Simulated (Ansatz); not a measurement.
Ansatz input file:

```yaml
crystal:
  lattice:
    - [0.0, 3.5873093785, 3.5873093785]
    - [3.5873093785, 0.0, 3.5873093785]
    - [3.5873093785, 3.5873093785, 0.0]
  atoms:
    - { symbol: In, position: [0.0, 0.0, 0.0] }
    - { symbol: Sb, position: [0.25, 0.25, 0.25] }
    - { symbol: Sb, position: [0.75, 0.75, 0.75] }
    - { symbol: Sb, position: [0.5, 0.5, 0.5] }
basis:
  ecutwfc: 420
kpoints:
  mp_grid: { grid: [10, 10, 10] }
hamiltonian:
  xc: pbesol
  dispersion: d3bj
scf:
  occupations: { method: gaussian, width: 0.1 }
output:
  forces: true
  stress: true
  eigenvalues: true
```

Launched with
```bash
ansatz run input.yaml --threads 1 --pin off --max-ram 2560MiB --backend cpu --events-out ev --progress --plain --runs-dir out
```

Method: DFT PBEsol+D3(BJ), scalar-relativistic, plane waves, PAW in Ansatz 0.2.0.

Part of what the program printed, abridged:

```
Pseudopotentials: kind: paw
Pseudopotential: In, paw, valence charge 13, recommended cutoff 420 eV (normal)
Pseudopotential: Sb, paw, valence charge 15, recommended cutoff 420 eV (normal)
Functional definition: PBEsol
Crystal: 4 atoms, lattice volume = 92.329 Å³
Basis set: ecut = 420 eV, 1807 PW (Γ), exchange–correlation on 72×72×72 points (8 copies of the dense FFT grid, shifted against one another)
Bands: 35, of which v1, the nominal top of the filled ones, is band 29 counted from 1 (28 counted from 0)
Symmetry: 48 space group operations
Space group: Fm-3m (ITA 225), of the structure as read, at distance tolerance 4.5e-5 Å
k-points: 47 of 1000
Initial density: superposition of atomic densities (neutral atoms: chi_scale 0, normalization atom), corrected by the library's trained network
Initial wavefunctions: pseudopotential atomic-orbital guess
Functional: x = pbesol(κ = 0.804, μ = 0.12345679), c = pbesol(β = 0.046)
SCF iter   1: F=—  HF=-24751.063964 eV  |F-HF|=—  |Δ(HF+E_count)|=         —  Δρ=2.99e-3  dr2=6.46e-3  ethr=1.77e-3  ⟨swp⟩=9.0  Hψ=7433  notcnv=0
SCF iter   2: F=—  HF=-24751.056769 eV  |F-HF|=—  |Δ(HF+E_count)|=   7.19e-3  Δρ=1.75e-3  dr2=2.52e-3  ethr=1.11e-5  ⟨swp⟩=2.0  Hψ=2625  notcnv=0
SCF iter   3: F=—  HF=-24751.055893 eV  |F-HF|=—  |Δ(HF+E_count)|=   8.76e-4  Δρ=5.17e-4  dr2=1.49e-4  ethr=4.34e-6  ⟨swp⟩=2.0  Hψ=2957  notcnv=0
SCF iter   4: F=—  HF=-24751.055830 eV  |F-HF|=—  |Δ(HF+E_count)|=   6.33e-5  Δρ=2.55e-4  dr2=6.89e-5  ethr=2.57e-7  ⟨swp⟩=2.0  Hψ=2957  notcnv=0
SCF iter   5: F=—  HF=-24751.055803 eV  |F-HF|=—  |Δ(HF+E_count)|=   2.64e-5  Δρ=1.41e-4  dr2=1.54e-5  ethr=1.19e-7  ⟨swp⟩=2.9  Hψ=2978  notcnv=0
SCF iter   6: F=—  HF=-24751.055796 eV  |F-HF|=—  |Δ(HF+E_count)|=   7.63e-6  Δρ=3.10e-5  dr2=7.38e-7  ethr=2.66e-8  ⟨swp⟩=2.0  Hψ=2957  notcnv=0
SCF iter   7: F=-24751.055795 eV  HF=-24751.055795 eV  |F-HF|=3.12e-8  |Δ(HF+E_count)|=   3.85e-7  Δρ=7.01e-6  dr2=2.80e-8  ethr=1.72e-10  ⟨swp⟩=7.1  Hψ=7987  notcnv=0
SCF 1 converged in 7 iterations: F = -24751.055795 eV  dr2 = 2.80e-8
SCF converged after 7 iterations
Free energy (F): -24751.055795 eV
Harris-Foulkes:  -24751.055795 eV  (|F-HF|=3.12e-8)
Internal energy: -24751.048576 eV  (E = F + TS)
E sigma→0 (E₀):  -24751.052185 eV
Entropy (-TS):   -0.007219 eV (-1.805 meV/atom)
Fermi energy:    13.511746 eV
--- Per-component energies (eV) ---
  E_band       = -332.572821
  E_kinetic    = 872.817195
  E_local      = -4946.191429  (includes V_loc(G=0)·N_el)
  E_nonlocal   = 1459.984418
  E_hartree    = 2228.765108
  E_xc         = -631.771516
  E_vxc        = -397.181277  (∫ρ·V_xc dr)
  E_paw        = -17579.907266  (= ΣΔE_a)
  E_vpaw       = -1779.546050  (= ΣTr[D̂ρ^β])
  E_aug_tail   = 0.000020  (compensation charges beyond the density's cutoff)
  E_ewald      = -6153.793856
  E_disp       = -2.182725  (pairwise vdW)
  E_core_change = 1.231474  (= ΣΔE_core)
  E_smearing   = -0.007219  (= −TS)
--- Forces (eV/Å), atoms counted from 1 ---
  atom   1  In     0.00000000     0.00000000     0.00000000
  atom   2  Sb     0.00000000     0.00000000     0.00000000
  atom   3  Sb     0.00000000     0.00000000     0.00000000
  atom   4  Sb     0.00000000     0.00000000     0.00000000
--- Stress (GPa, compression-positive) ---
        5.148404       0.000000       0.000000
        0.000000       5.148404       0.000000
        0.000000       0.000000       5.148404
  P = ⅓ Tr σ = 5.1484 GPa (51.484 kbar)
--- Band table (eV; the first three rows and the last of 47) ---
  k-point 0: bands = ["-15.7180", "-15.7180", "-15.7180", "-15.7058", "-15.7058", "-15.6171", "-15.6171", "-15.6171", "-15.5997", "-15.5997", "-15.5678", "-15.5678", "-15.5613", "-15.5613", "-15.5613", "-1.0202", "-1.0202", "-1.0202", "-0.9607", "-0.9607", "0.0098", "5.8827", "7.2241", "10.5936", "10.5936", "10.5936", "10.7011", "10.7011", "10.7011", "11.9480", "12.5800", "12.5800", "12.5800", "16.8753", "16.8753"]
  k-point 1: bands = ["-15.7193", "-15.7193", "-15.7181", "-15.7042", "-15.7042", "-15.6161", "-15.6161", "-15.6142", "-15.5996", "-15.5996", "-15.5700", "-15.5700", "-15.5643", "-15.5604", "-15.5604", "-1.0235", "-1.0189", "-1.0189", "-0.9613", "-0.9613", "0.0977", "5.7423", "6.9646", "9.8976", "10.1633", "10.1633", "11.0828", "11.1211", "11.1211", "12.0470", "12.5520", "12.5520", "13.7307", "17.2382", "17.2382"]
  k-point 2: bands = ["-15.7226", "-15.7226", "-15.7176", "-15.6999", "-15.6999", "-15.6134", "-15.6134", "-15.6070", "-15.5995", "-15.5995", "-15.5748", "-15.5748", "-15.5721", "-15.5590", "-15.5590", "-1.0330", "-1.0154", "-1.0154", "-0.9627", "-0.9627", "0.3620", "5.2288", "6.4506", "9.5318", "9.8080", "9.8080", "10.7849", "11.1660", "11.1660", "12.8958", "12.8958", "13.6316", "15.3962", "18.1727", "18.1727"]
  k-point 46: bands = ["-15.7349", "-15.7254", "-15.7139", "-15.6890", "-15.6814", "-15.6162", "-15.6099", "-15.6092", "-15.6026", "-15.5984", "-15.5847", "-15.5798", "-15.5756", "-15.5640", "-15.5476", "-1.0501", "-1.0243", "-0.9916", "-0.9893", "-0.9624", "3.1399", "3.2144", "3.7042", "5.9471", "9.4395", "10.2001", "11.0936", "12.0147", "14.9577", "15.3755", "15.9179", "16.0151", "17.5541", "18.0431", "18.2463"]
```

The calculation finished and met its thresholds.

It took 4.4 s on 1 thread of Intel(R) Xeon(R) 6975P-C (Granite Rapids), with other jobs on the host, peak memory 0.47 GiB.